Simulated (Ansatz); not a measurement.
# Rocksalt alloy of LiF and NaF (20 of 32 Li sites exchanged), 64 atoms

Ansatz, PAW, plane waves. PBEsol relaxation of volume and atoms (shape held) at the single k point (¼, ¼, ¼) without its symmetry partners; single points on the relaxed atoms at the single k point (¼, ¼, ¼) without its symmetry partners, onto which points of the small cell's zone fold. Arrangement: unlike neighbours preferred. No spin–orbit coupling unless named.

Relaxed structure:

```yaml
crystal:
  lattice:
    - [8.87554, 0.00000, 0.00000]
    - [0.00000, 8.87554, 0.00000]
    - [0.00000, 0.00000, 8.87554]
  atoms:
    - { symbol: F, position: [0.24962, 0.01396, 0.00031] }
    - { symbol: F, position: [0.23662, 0.00107, 0.50052] }
    - { symbol: F, position: [0.23539, 0.48804, 0.00060] }
    - { symbol: F, position: [0.24586, 0.47705, 0.50109] }
    - { symbol: F, position: [0.77352, 0.00474, 0.99931] }
    - { symbol: F, position: [0.76264, 0.01520, 0.49967] }
    - { symbol: F, position: [0.76414, 0.49644, 0.00834] }
    - { symbol: F, position: [0.75418, 0.48647, 0.50811] }
    - { symbol: F, position: [0.01414, 0.24945, 0.00031] }
    - { symbol: F, position: [0.00122, 0.23643, 0.50052] }
    - { symbol: F, position: [0.00492, 0.77336, 0.99930] }
    - { symbol: F, position: [0.01538, 0.76246, 0.49967] }
    - { symbol: F, position: [0.48821, 0.23522, 0.00061] }
    - { symbol: F, position: [0.47724, 0.24568, 0.50109] }
    - { symbol: F, position: [0.49662, 0.76397, 0.00835] }
    - { symbol: F, position: [0.48665, 0.75400, 0.50810] }
    - { symbol: F, position: [0.00024, 0.00007, 0.23631] }
    - { symbol: F, position: [0.99961, 0.99943, 0.74009] }
    - { symbol: F, position: [0.98564, 0.50260, 0.23520] }
    - { symbol: F, position: [0.98354, 0.50186, 0.76700] }
    - { symbol: F, position: [0.50278, 0.98547, 0.23521] }
    - { symbol: F, position: [0.50203, 0.98336, 0.76700] }
    - { symbol: F, position: [0.51479, 0.51461, 0.24637] }
    - { symbol: F, position: [0.51439, 0.51423, 0.75282] }
    - { symbol: F, position: [0.25102, 0.25084, 0.26406] }
    - { symbol: F, position: [0.25070, 0.25053, 0.76068] }
    - { symbol: F, position: [0.26714, 0.74861, 0.26719] }
    - { symbol: F, position: [0.26524, 0.74780, 0.73528] }
    - { symbol: F, position: [0.74879, 0.26696, 0.26719] }
    - { symbol: F, position: [0.74798, 0.26506, 0.73529] }
    - { symbol: F, position: [0.73654, 0.73636, 0.25260] }
    - { symbol: F, position: [0.73584, 0.73566, 0.74609] }
    - { symbol: Li, position: [0.99845, 0.99826, 0.01162] }
    - { symbol: Li, position: [0.00694, 0.00676, 0.51394] }
    - { symbol: Li, position: [0.99522, 0.47934, 0.00033] }
    - { symbol: Li, position: [0.47952, 0.99503, 0.00033] }
    - { symbol: Li, position: [0.24378, 0.24361, 0.98699] }
    - { symbol: Li, position: [0.25237, 0.25219, 0.48870] }
    - { symbol: Li, position: [0.25554, 0.77112, 0.49995] }
    - { symbol: Li, position: [0.77128, 0.25538, 0.49995] }
    - { symbol: Li, position: [0.75074, 0.50181, 0.24008] }
    - { symbol: Li, position: [0.74870, 0.49995, 0.73997] }
    - { symbol: Li, position: [0.50200, 0.75055, 0.24009] }
    - { symbol: Li, position: [0.50013, 0.74852, 0.73996] }
    - { symbol: Na, position: [0.00042, 0.49943, 0.49959] }
    - { symbol: Na, position: [0.49962, 0.00024, 0.49959] }
    - { symbol: Na, position: [0.50227, 0.50209, 0.99931] }
    - { symbol: Na, position: [0.50068, 0.50050, 0.49878] }
    - { symbol: Na, position: [0.25038, 0.75099, 0.99973] }
    - { symbol: Na, position: [0.75118, 0.25020, 0.99974] }
    - { symbol: Na, position: [0.75008, 0.74990, 0.99848] }
    - { symbol: Na, position: [0.74852, 0.74834, 0.49906] }
    - { symbol: Na, position: [0.25001, 0.00108, 0.25039] }
    - { symbol: Na, position: [0.25004, 0.00008, 0.75042] }
    - { symbol: Na, position: [0.25061, 0.49971, 0.25101] }
    - { symbol: Na, position: [0.24978, 0.49918, 0.74933] }
    - { symbol: Na, position: [0.75165, 0.00092, 0.24924] }
    - { symbol: Na, position: [0.75066, 0.99989, 0.75093] }
    - { symbol: Na, position: [0.00126, 0.24984, 0.25039] }
    - { symbol: Na, position: [0.00026, 0.24986, 0.75042] }
    - { symbol: Na, position: [0.00111, 0.75147, 0.24923] }
    - { symbol: Na, position: [0.00008, 0.75048, 0.75093] }
    - { symbol: Na, position: [0.49989, 0.25043, 0.25101] }
    - { symbol: Na, position: [0.49936, 0.24961, 0.74933] }
```

(1) What are the mean bond lengths by pair (pairs within 1.2 times the sum of covalent radii, less contacts 15 % beyond the pair's median; cation–cation pairs of compounds aside; long ionic contacts are cut short by that bound)?

(2) What gap lies between the top filled and the lowest empty level in the single points?

Answers

(1) F–Li 2.076 ± 0.045 Å (standard deviation, 56 bonds); F–Na 2.268 ± 0.063 Å (standard deviation, 120 bonds).

(2) HSE06 9.67 eV (15 s on NVIDIA GB300). Away from Γ this isn't the crystal's band gap.
